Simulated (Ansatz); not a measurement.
A relaxation of cell and atoms of SnTe₂, CdCl2 type with the PAW code Ansatz, at the level PBEsol. The start is a rough guess from atomic radii.

```yaml
crystal:
  lattice:
    - [2.09479678, 1.2094314848, 6.437782372]
    - [-2.09479678, 1.2094314848, 6.437782372]
    - [0.0, -2.4188629697, 6.437782372]
  atoms:
    - { symbol: Sn, position: [0.0, 0.0, 0.0] }
    - { symbol: Te, position: [0.2451874943, 0.2451874943, 0.2451874943] }
    - { symbol: Te, position: [0.7548125057, 0.7548125057, 0.7548125057] }
kpoints:
  mp_grid: { grid: [6, 6, 6] }
hamiltonian:
  xc: pbesol
scf:
  occupations: { method: fermi_dirac, width: 0.03 }
relax:
  f_tol: 0.01
  cell: {}
  max_steps: 120
```

The trajectory has 6 recorded frames, each with fractional positions and then forces in eV/Å along x, y and z. The last, and any step after a large change of cell, is solved on a basis re-selected at its cell; pressure is positive in compression.

Step 1: energy 0.0 meV/atom from step 1, largest force component 0.331 eV/Å, pressure -0.68 GPa; a = 6.877 Å, b = 6.877 Å, c = 6.877 Å, α = 35.47°, β = 35.47°, γ = 35.47°
```
Sn 0.0000 0.0000 0.0000     0.000   0.000   0.000
Te 0.2452 0.2452 0.2452     0.000   0.000  -0.331
Te 0.7548 0.7548 0.7548     0.000   0.000   0.331
```

Step 2: energy -33.8 meV/atom from step 1, largest force component 0.062 eV/Å, pressure +0.16 GPa; a = 6.660 Å, b = 6.660 Å, c = 6.660 Å, α = 35.75°, β = 35.75°, γ = 35.75°
```
Sn 0.0000 0.0000 0.0000     0.000   0.000   0.000
Te 0.2352 0.2352 0.2352     0.000   0.000   0.062
Te 0.7648 0.7648 0.7648     0.000   0.000  -0.062
```

Step 3: energy -34.7 meV/atom from step 1, largest force component 0.041 eV/Å, pressure -0.06 GPa; a = 6.639 Å, b = 6.639 Å, c = 6.639 Å, α = 36.17°, β = 36.17°, γ = 36.17°
```
Sn 0.0000 0.0000 0.0000     0.000   0.000   0.000
Te 0.2363 0.2363 0.2363     0.000   0.000  -0.041
Te 0.7637 0.7637 0.7637     0.000   0.000   0.041
```

Step 4: energy -34.9 meV/atom from step 1, largest force component 0.007 eV/Å, pressure -0.03 GPa; a = 6.607 Å, b = 6.607 Å, c = 6.607 Å, α = 36.41°, β = 36.41°, γ = 36.41°
```
Sn 0.0000 0.0000 0.0000     0.000   0.000   0.000
Te 0.2356 0.2356 0.2356     0.000   0.000   0.007
Te 0.7644 0.7644 0.7644     0.000   0.000  -0.007
```

Step 5: energy -35.0 meV/atom from step 1, largest force component 0.004 eV/Å, pressure +0.03 GPa; a = 6.614 Å, b = 6.614 Å, c = 6.614 Å, α = 36.33°, β = 36.33°, γ = 36.33°
```
Sn 0.0000 0.0000 0.0000     0.000   0.000   0.000
Te 0.2357 0.2357 0.2357     0.000   0.000  -0.004
Te 0.7643 0.7643 0.7643     0.000   0.000   0.004
```

Step 6: energy -34.5 meV/atom from step 1, largest force component 0.004 eV/Å, pressure +0.03 GPa; a = 6.614 Å, b = 6.614 Å, c = 6.614 Å, α = 36.33°, β = 36.33°, γ = 36.33°
```
Sn 0.0000 0.0000 0.0000     0.000   0.000   0.000
Te 0.2357 0.2357 0.2357     0.000   0.000  -0.004
Te 0.7643 0.7643 0.7643     0.000   0.000   0.004
```

The walk took 5 steps and changed the volume by -7.1 %. The last SCF, on a fresh basis, lies 34.5 meV an atom below the first. Final cell: space group R-3m (No. 166), trigonal; conventional cell a = 4.124 Å, c = 18.513 Å, 30.30 Å³ an atom. Sn is surrounded by 6 Te at 2.99 Å; Te is surrounded by 3 Sn at 2.99 Å.

Run as `ansatz run input.yaml --threads 2 --pin off --max-ram 2211MiB --backend cpu --events-out ev --progress --plain --runs-dir out`. It took 19 s on 2 threads of Intel(R) Xeon(R) Platinum 8259CL CPU @ 2.50GHz (Skylake/Cascade Lake) (shared host), load about 1.8 per core; peak host memory 0.49 GiB.

These are computed values for a spin-unpolarised cell that may be hypothetical; none is a measurement.

Where bands overlap the cell is a metal at that level, and these k meshes limit energies, forces and stress. Overlaps of a few tenths of an eV in semilocal functionals can be an artefact that a hybrid or GW lifts.
